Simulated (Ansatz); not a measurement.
## Kick test of a cell of Zr₂Te₃Pd₂

It was reached by relaxing an invented guess, and it needn't be the stable form of this composition.

Computed with DFT PBE, scalar-relativistic, plane waves, PAW (Ansatz). Settings: cutoff 420 eV, Γ-centred mesh 12×12×4 on the computed 7-atom cell, Gaussian smearing of 0.10 eV; no spin polarisation.

The cell below (7 atoms, space group P-3m1 (No. 164)) is relaxed within its symmetry.

```
Zr Te Pd
1.0
     4.23655    0.00000    0.00000
    -2.11827    3.66896    0.00000
     0.00000    0.00000   10.60932
Zr Te Pd
2 3 2
Cartesian
  0.0000 2.4460 1.5673
  2.1183 1.2230 9.0421
  0.0000 2.4460 7.2887
  2.1183 1.2230 3.3206
  0.0000 0.0000 0.0000
  2.1183 1.2230 6.1221
  0.0000 2.4460 4.4872
```

For the test it was strained at random (σ = 1.5 % a component), the atoms were moved at random (σ = 0.10 Å), and all was relaxed again on a coarse 6×6×2 mesh (in the run’s order of axes) with 0.20 eV smearing, with no symmetry imposed.

These runs have no spin–orbit coupling, which can matter for Te.

Question: Does it come back?

Answer: It returns, within 1 meV/atom of the unmoved cell on that mesh and with the same symmetry when read at 0.1 Å. So it is stable against the distortions that fit this cell and that this random move excites. Modes that don't fit the cell aren't tested.
